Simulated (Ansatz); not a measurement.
Structure: a free-standing Janus 1T monolayer of SnOSe, at its r2SCAN minimum. In-plane lattice: a = 3.517 Å, b = 3.517 Å, γ = 120.0°; thickness between the outer nuclei 2.54 Å. Around Sn lie 3 O at 2.22 Å and 3 Se at 2.62 Å; around O lie 3 Sn at 2.22 Å; around Se lie 3 Sn at 2.62 Å.

```xyz
3
Lattice="3.5169 0.0000 0.0000 -1.7584 3.0457 0.0000 0.0000 0.0000 29.2993" Properties=species:S:1:pos:R:3 pbc="T T F"
Sn    0.0000    0.0000    9.2525
O     0.0000    2.0305   10.1433
Se    1.7584    1.0152    7.6042
```
Two periodic directions, a and b.

The questions ask for values computed with the plane-wave code Ansatz on this geometry. Values at 0 K without nuclear motion; no magnetic order is allowed, and the phase may be a hypothetical one.

Question: What gap does PBE give, and where are the band edges?

Answer: PBE gives a gap of zero: filled and empty bands touch at Γ.

Question: How does the gap change from PBE to PBE+SOC (12×12×1)?

Answer: The PBE+SOC gap is direct at Γ: 0.12 eV.

Question: Estimate the gap with r2SCAN on 12×12×1.

Answer: r2SCAN gives a direct gap of 0.15 eV at Γ.

Question: Estimate the gap with HSE06 on 6×6×1.

Answer: With HSE06 the gap is 0.57 eV and direct, at Γ.

Question: Estimate the gap with HSE06+SOC on 6×6×1.

Answer: HSE06+SOC gives a direct gap of 0.45 eV at Γ. Spin-orbit coupling itself accounts for -0.12 eV.

Only the levels marked +SOC include spin-orbit coupling.

The meshes of the hybrids are coarse, so their gaps aren't converged to the digits shown.
